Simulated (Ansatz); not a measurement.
The start is a randomly generated symmetric cell of InSe (space group No. 154). A full variable-cell relaxation at zero pressure is run with PBEsol (plane waves to 420 eV, PAW, scalar-relativistic; Ansatz, a program for electronic structure). First-step values are on the input's coarse k-mesh.

Ansatz input (later rounds restart from its end on a renewed k-mesh):
Ansatz 0.2 input:
```yaml
crystal:
  lattice:
    - [8.7373079, 0, 0]
    - [-4.368654, 7.5667306, 0]
    - [0, 0, 3.7196717]
  atoms:
    - { symbol: In, position: [0.57047307, 0, 0.16666667] }
    - { symbol: In, position: [0, 0.57047307, 0.83333333] }
    - { symbol: In, position: [0.42952693, 0.42952693, 0.5] }
    - { symbol: Se, position: [0.13951185, 0, 0.16666667] }
    - { symbol: Se, position: [0, 0.13951185, 0.83333333] }
    - { symbol: Se, position: [0.86048815, 0.86048815, 0.5] }
basis: { ecutwfc: 420, ecutrho_ratio: 4, xc_grid: 2, fft_grid_basis: typed }
kpoints: { mp_grid: { grid: [3, 3, 6] } }
hamiltonian:
  xc: pbesol
  dispersion: none
  pseudopotentials: { kind: paw }
scf: { occupations: { method: fermi_dirac, width: 0.05 } }
relax: { f_tol: 0.01, max_steps: 100, cell: { stress_tol: 0.02 } }
output: { forces: true, stress: true }
```

```json
{
 "initial_pressure": "-3 GPa (negative: the cell is under tension)",
 "largest_initial_force": "about 1.0 eV/Å, on Se4, Se5, Se6 (atoms numbered as listed)",
 "outcome": "The space group stays P3₂21 (No. 154) (the run could not lower it), with 6 atoms in the primitive cell",
 "energy_released": "0.71 eV/atom",
 "volume_change": "-21.8 %, from 40.99 to 32.06 Å³/atom",
 "band_gap_at_the_end": "no gap (metallic)",
 "optimiser_moves": "16"
}
```

The end point of the relaxation:

Space group P3₂21 (No. 154); a = b = 7.3890 Å, c = 4.0686 Å, α = β = 90.00°, γ = 120.00°

```
atom  site  symmetry       x       y       z
----  ----  --------  ------  ------  ------
In      3a       .2.  0.6818  0.6818  0.0000
Se      3a       .2.  0.3086  0.3086  0.0000
```

Final values are on a 8×8×12 k-mesh of the relaxed cell. No spin polarisation in the result. The relaxed primitive cell holds an odd number of electrons. A magnetic state may lie lower.

The run could not lower the symmetry of its start; a shaken copy of this end point relaxes with PBEsol to Pm (No. 6), 0.23 eV/atom lower.

The relaxed structure here is a generated cell of InSe: the first start was made by a random draw of sites in a space group, and the end was not matched to a known phase here, so it may be hypothetical. Known forms of InSe include space group No. 194.
